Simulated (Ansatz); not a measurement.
According to the program Ansatz at the r²SCAN level (PAW), CuO in the tetragonal phase (I4/mmm; Cu on 2a, O on 2b) relaxes to a = 2.759 Å, c = 5.442 Å. Cu has 4 nearest neighbours from 1.95 Å (square planar); O has 4 nearest neighbours from 1.95 Å (square planar). Against the elements it lies at -0.56 eV/atom, with no fitted shifts.

Electronic character: metallic (no gap). The magnetic state found is ferromagnetic. The net moment is 0.27 μB per atom.

The start of the workflow was typed in or built on a structure type; neither database checked (COD, Materials Project) lists it. It is not the phase usual at ambient conditions (space group No. 15). The r²SCAN relaxation kept the symmetry of its start; its stability against distortions is not shown here. Spin order of the final state: ferromagnetic, the only order run, not a proven ground state. The cell computed holds one magnetic atom, so no antiferromagnetic order was within reach. No Hubbard U is applied. The compound may be a true metal, but semilocal functionals without U, or a wrong spin order, can also close a gap. The references are the lowest solids computed at this level, not always the standard phases (solids in place of the gases).

Potentials: the earlier of the program's two PAW sets.
